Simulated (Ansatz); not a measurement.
**BaNa$_{2}$, first-principles data**

BaNa$_{2}$:
```
BaNa2
1.0
    7.40094     0.00000     0.00000
   -3.70047     6.40940     0.00000
    0.00000     0.00000    11.91272
Na Ba
8 4
Direct
  0.00000   0.00000   0.00000
  0.00000   0.00000   0.50000
  0.83146   0.66292   0.25000
  0.16854   0.83146   0.75000
  0.33708   0.16854   0.25000
  0.16854   0.33708   0.75000
  0.83146   0.16854   0.25000
  0.66292   0.83146   0.75000
  0.33333   0.66667   0.06087
  0.66667   0.33333   0.56087
  0.33333   0.66667   0.43913
  0.66667   0.33333   0.93913
```

Space group P6_3/mmc (No. 194); conventional cell a = b = 7.401 Å, c = 11.913 Å, α = β = 90.00°, γ = 120.00°.

Method: r²SCAN (plane waves, PAW; program Ansatz). The cell and atoms are relaxed at this level. Other levels are named where they apply.

**Cell and energy**

```
Quantity                                                      Value
-----------------------------------------------------  ------------
Volume per atom                                            47.09 Å³
Density                                                  2.15 g/cm³
Formation energy from the elements (no fitted shifts)  -22 meV/atom
```

**Electronic structure**

```
Property                                                                     Value
------------------------------------  --------------------------------------------
Electronic character                                             metallic (no gap)
Density of states at the Fermi level  0.60 states/eV per atom (mean over ±0.08 eV)
```

**Mechanics**

```
Item                                  Value
----------------------------------  -------
Bulk modulus (Birch–Murnaghan fit)  84 kbar
Pressure derivative B′                  3.3
```

The workflow started from an entry of the Crystallography Open Database (COD). Whether it is the stable phase at ambient conditions was not checked. The r²SCAN relaxation kept the symmetry of its start; its stability against distortions is not shown here. Axis ratios of metals converge slowly with the k-mesh, so a and c are less sure than the volume. The references are the lowest solids computed at this level, not always the standard phases. Spin–orbit coupling is left out wherever it is not named.

Potentials: the later of the program's two PAW sets.
